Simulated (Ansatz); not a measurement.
# Cs$_{2}$PdI$_{6}$: reading a single point

```
I Pd Cs
1.0
     0.00000    5.71694    5.71694
     5.71694    0.00000    5.71694
     5.71694    5.71694    0.00000
I Pd Cs
6 1 2
Direct
  0.76200 0.23800 0.23800
  0.23800 0.76200 0.23800
  0.23800 0.76200 0.76200
  0.76200 0.23800 0.76200
  0.23800 0.23800 0.76200
  0.76200 0.76200 0.23800
  0.00000 0.00000 0.00000
  0.25000 0.25000 0.25000
  0.75000 0.75000 0.75000
```

Method: r2SCAN, no spin polarisation; PAW, plane waves to 500 eV, 4×4×4 Γ-centred mesh, methfessel-paxton occupations (width 0.0312 eV) (Ansatz 0.2.0), atoms fixed.

**Forces.** The largest is on I2 (and as large on other atoms): 0.08 eV/Å, components (0.00, -0.08, 0.00). It makes 0° with the line to a nearest neighbour, Pd7 at 2.72 Å, pointing towards it.
**Contacts.** I–Pd at 2.72 Å: least valence density 0.41 e/Å³ and ELF 0.42 there. Cs–I at 4.04 Å: least valence density 0.04 e/Å³ and ELF 0.03 there, a closed-shell (ionic or weak) contact. These are pseudo-fields; inside the PAW spheres they differ from the all-electron ones.
**Electronic structure.** The gap is 0.10 eV, indirect (the least direct gap found is 0.13 eV).
**Charges.** Bader charges in e: Cs +0.83, Pd +0.33, I -0.33. In the mean Cs gives up most and I takes most.

Origin: a known structure type with other elements, at an estimated volume, so it need not be a known compound. Caveats: no spin-orbit coupling, which can shift this gap by tenths of an eV.
